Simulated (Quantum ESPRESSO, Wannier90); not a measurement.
ZnCdO2 (P3m1): Wannier90 run

```
begin unit_cell_cart
ang
    3.4464300293    0.0000000000    0.0000000000
   -1.7232150146    2.9846959577    0.0000000000
    0.0000000000    0.0000000000    5.7052700000
end unit_cell_cart
begin atoms_frac
Zn   0.0000000000  0.0000000000 -0.0030600000
Cd  -0.3333333333  0.3333333333  0.4904400000
O   -0.3333333333  0.3333333333  0.0979900000
O    0.0000000000  0.0000000000 -0.3493700000
end atoms_frac
```

Materials Project entry mp-1215505; symmetrised, unrelaxed at this level. Not found in the COD (Crystallography Open Database) copy used; not checked further. Computed values, not measurements, from PBEsol: Quantum ESPRESSO (norm-conserving PseudoDojo potentials, cutoff 82 Ry, no spin polarisation, no spin-orbit coupling) on a Γ-centred 6×6×4 mesh, then Wannier90. Density: 12×12×6 mesh, Gaussian smearing 0.01 Ry.

A tight-binding model is made by disentanglement and projection with no localisation steps (num_iter = 0), so the 21 orbitals stay atom-like: hydrogen-like Zn: s;p;d; Cd: s;p; O: s;p, axes along x, y, z; frozen window up to 1.50 eV relative to the Fermi level. It follows pw.x to 1.1 meV rms for states up to 1.0 eV relative to the Fermi level. Matrix elements depend on this choice of orbitals and windows. Bands 11–15 (Cd 4d 88 %, O 2p 8 %) lie between the kept ones and are excluded.

Task: What are the on-site energies relative to the Fermi level, and how fast do the hoppings decay?

Result: 
| atom | orbitals | energy (eV) |
|---|---|---|
| Zn1 | s | 4.63 |
| Zn1 | pz | 10.44 |
| Zn1 | px py | 10.63 |
| Zn1 | dz2 | -4.91 |
| Zn1 | dxz dyz | -4.68 |
| Zn1 | dx2-y2 dxy | -4.76 |
| Cd2 | s | 4.16 |
| Cd2 | pz | 10.70 |
| Cd2 | px py | 10.20 |
| O3 | s | -15.52 |
| O3 | pz | -1.15 |
| O3 | px py | -1.33 |
| O4 | s | -15.80 |
| O4 | pz | -1.02 |
| O4 | px py | -0.87 |

```tsv
distance of the centres (Å)	largest modulus (eV)
1–2	1.8
2–3	2.5
3–4	1.3
4–5	0.062
5–6	0.17
6–7	0.048
7–8	0.0091
```
